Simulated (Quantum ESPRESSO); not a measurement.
# Mo2Nb2Sn2Zr2 in 6 site orders

Calculated results; nothing here was measured. They come from Quantum ESPRESSO 7.5, a public plane-wave density functional program. Each row is one single-point run on a made-up periodic cell of eight metal atoms, with elements, volume, strain and displacements drawn at random and not relaxed, so a cell may be unstable or far from any real phase. There is no spin polarisation or spin-orbit coupling.

Settings: PBE unless stated; PseudoDojo standard norm-conserving files; Fermi-Dirac width 0.25 eV, which means electrons at about 2900 K; cutoff 1116 eV; 5 x 4 x 4 k mesh shifted half a step off Gamma. E is the free energy of the whole cell (internal energy minus TS), so a -TS column is already part of it. Stress is positive in tension, and the pressure P is minus a third of its trace.

Checks: one run of this series was repeated at a higher cutoff and on a denser mesh, which moved values by no more than 0.005 eV, 0.02 GPa and 0.006 eV/Å, and a second program with other atomic files agreed on it to 2 % rms in force and 0.5 GPa in pressure. Known limits: the tin pseudopotential is less sure than most, with forces differing by about three percent from a second method on plain tin; a spin test at this wide smearing found no moment, but such smearing suppresses magnetism that the real alloy may have.

The lattice is face-centred cubic, and the cell vectors in Å are (0.025, 4.444, -0.049); (-4.411, 0.024, -4.423); (-4.441, -0.074, 4.454), a volume of 174.56 Å³. The runs put one composition on the same eight displaced sites in different orders. E is counted from run 1, and the rms force is over all 24 components. Nothing is relaxed, so E mixes bonding between neighbours with strain on unrelaxed sites, and it is not an ordering energy.

```
run  elements on sites 1 to 8  E (eV)  -TS (eV)  rms force (eV/Å)  largest force (eV/Å)  P (GPa)
  1   Mo Mo Sn Nb Zr Sn Nb Zr   0.000    -1.974             0.327                  1.12   -11.67
  2   Mo Zr Sn Mo Nb Nb Zr Sn   0.608    -1.991             0.473                  1.28   -11.10
  3   Zr Sn Nb Sn Mo Mo Nb Zr   0.715    -2.035             0.477                  1.37   -10.82
  4   Sn Mo Zr Zr Nb Mo Sn Nb   0.570    -1.966             0.543                  1.75        ?
  5   Mo Mo Zr Sn Sn Zr Nb Nb   0.115    -1.958             0.471                  1.32   -11.80
  6   Zr Mo Nb Sn Nb Mo Sn Zr   0.518    -1.973             0.514                  1.53   -11.45
```

## Worked fit

A straight line through the runs shown gives P = -11.82 + 1.16 E GPa with E in eV, an error of 0.31 on the slope and a scatter of 0.20 GPa. At this fixed volume the orders of higher energy tend to have the higher pressure.

## Withheld value

Question: what pressure should run 4 give?

The fit gives -11.16 ± 0.22 GPa. The calculation gave -11.40 GPa.
